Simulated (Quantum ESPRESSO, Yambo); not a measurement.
SnS2 (CdI2 type, space group P-3m1, No. 164). Cell and atoms were relaxed with PBE+D3(BJ) from Materials Project entry mp-1170, within its symmetry. Chain: norm-conserving PBE (stringent potentials; Quantum ESPRESSO, 102 Ry, no spin-orbit coupling); G0W0 in Yambo (6×6×2 Γ-centred k mesh, bands 5 to 59 and a 6 Ry block in the screening, 59 bands in G with the Bruneval-Gonze terminator, plasmon pole fitted at 27.2 eV); BSE (9×9×4 mesh, 5 valence and 4 conduction bands, static screening with 44 bands and a 4 Ry block, scissor 0.96 eV, Tamm-Dancoff).

| Item | Result |
|---|---|
| PBE gap (dense path) | 1.26 eV |
| PBE gap Γ → L on the GW mesh | 1.36 eV |
| PBE smallest direct gap on the GW mesh, at Γ | 1.68 eV |
| G0W0 direct gap at that point | 2.64 eV |
| G0W0 correction to the gap Γ → L | 0.93 eV |
| lowest exciton | no binding energy given (see below) |

Rough cost of the Yambo steps against G0W0 for 8 states: BSE within a factor of two.

Convergence of the G0W0 settings was not tested. The mesh misses a band edge: along a dense path the PBE gap is 1.26 eV against 1.36 eV on the mesh. The BSE states are vertical excitations (zero momentum); the indirect quasiparticle gap, about 2.19 eV, is smaller than the direct one (2.64 eV on the GW mesh). The lowest state covers only about 1 of the 324 k points, so the mesh doesn't resolve it: its energy and its distance from the direct gap are mesh artefacts. An extended exciton needs a far denser mesh. Axes are Cartesian, with cell vectors (Å) (3.67, 0.00, 0.00), (-1.84, 3.18, 0.00), (0.00, 0.00, 5.80).

Spin-orbit splittings are left out.
